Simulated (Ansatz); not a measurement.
Nb:
```cif
data_Nb
_chemical_formula_sum 'Nb1'
_space_group_name_H-M_alt 'P 1'
_space_group_IT_number 1
_cell_length_a 2.81250
_cell_length_b 2.81250
_cell_length_c 2.81250
_cell_angle_alpha 109.471
_cell_angle_beta 109.471
_cell_angle_gamma 109.471
loop_
_space_group_symop_operation_xyz
  'x, y, z'
loop_
_atom_site_label
_atom_site_type_symbol
_atom_site_fract_x
_atom_site_fract_y
_atom_site_fract_z
_atom_site_occupancy
Nb1 Nb 0.00000 0.00000 0.00000 1
```

Relaxed with LDA.

Q: Which orbitals make up the states near the Fermi level in LDA (plane waves, PAW; program Ansatz)?

A: Within 0.5 eV of the Fermi level: Nb 4d 86 %, Nb 5s 9 %. Projections are on Löwdin-orthogonalised atomic valence shells; empty p or d shells of many metals are not among them.

Q: Tabulate the density of states.

A: States/eV per cell of 1 atom, in 0.25 eV bins, energy from the Fermi level.

| E (eV) | total | Nb 4d | Nb 5s | Nb 4p |
|---|---|---|---|---|
| -6.10 | 0.00 | 0.00 | 0.00 | 0.00 |
| -5.85 | 0.02 | 0.00 | 0.02 | 0.00 |
| -5.60 | 0.04 | 0.00 | 0.03 | 0.00 |
| -5.35 | 0.05 | 0.00 | 0.04 | 0.00 |
| -5.10 | 0.07 | 0.00 | 0.05 | 0.00 |
| -4.85 | 0.09 | 0.00 | 0.07 | 0.00 |
| -4.60 | 0.10 | 0.01 | 0.08 | 0.00 |
| -4.35 | 0.13 | 0.01 | 0.09 | 0.01 |
| -4.10 | 0.16 | 0.03 | 0.11 | 0.01 |
| -3.85 | 0.47 | 0.28 | 0.16 | 0.01 |
| -3.60 | 0.93 | 0.64 | 0.24 | 0.02 |
| -3.35 | 1.04 | 0.76 | 0.23 | 0.02 |
| -3.10 | 1.18 | 0.92 | 0.21 | 0.02 |
| -2.85 | 1.39 | 1.15 | 0.19 | 0.03 |
| -2.60 | 1.35 | 1.15 | 0.15 | 0.03 |
| -2.35 | 1.15 | 1.01 | 0.10 | 0.03 |
| -2.10 | 0.56 | 0.51 | 0.03 | 0.01 |
| -1.85 | 0.81 | 0.78 | 0.01 | 0.01 |
| -1.60 | 1.93 | 1.88 | 0.01 | 0.03 |
| -1.35 | 1.90 | 1.83 | 0.02 | 0.03 |
| -1.10 | 1.20 | 1.15 | 0.03 | 0.02 |
| -0.85 | 0.97 | 0.91 | 0.04 | 0.01 |
| -0.60 | 1.00 | 0.90 | 0.06 | 0.02 |
| -0.35 | 1.81 | 1.57 | 0.16 | 0.04 |
| -0.10 | 1.80 | 1.54 | 0.18 | 0.04 |
| 0.15 | 1.18 | 1.02 | 0.10 | 0.02 |
| 0.40 | 0.64 | 0.51 | 0.08 | 0.01 |
| 0.65 | 0.51 | 0.40 | 0.06 | 0.01 |
| 0.90 | 0.47 | 0.37 | 0.05 | 0.01 |
| 1.15 | 0.47 | 0.38 | 0.04 | 0.01 |
| 1.40 | 0.48 | 0.41 | 0.03 | 0.00 |
| 1.65 | 0.57 | 0.49 | 0.03 | 0.00 |
| 1.90 | 0.84 | 0.76 | 0.03 | 0.01 |
| 2.15 | 0.88 | 0.81 | 0.02 | 0.01 |
| 2.40 | 0.94 | 0.89 | 0.02 | 0.00 |
| 2.65 | 1.08 | 1.05 | 0.02 | 0.00 |
| 2.90 | 1.17 | 1.13 | 0.01 | 0.00 |
| 3.15 | 1.16 | 1.12 | 0.01 | 0.00 |
| 3.40 | 1.45 | 1.41 | 0.01 | 0.00 |
| 3.65 | 1.27 | 1.25 | 0.01 | 0.00 |
| 3.90 | 1.34 | 1.30 | 0.02 | 0.00 |
| 4.15 | 2.20 | 2.12 | 0.05 | 0.00 |
| 4.40 | 1.81 | 1.66 | 0.10 | 0.00 |
| 4.65 | 0.97 | 0.81 | 0.11 | 0.00 |

Space group Im-3m (bcc (W type)). The LDA relaxation kept the symmetry of its start. No spin polarisation was allowed. Spin–orbit coupling is left out wherever it is not named.

Potentials: the earlier of the program's two PAW sets. The files were generated under PBE; for other functionals the program regenerates the frozen cores, and for LDA and PBEsol the local potential too.
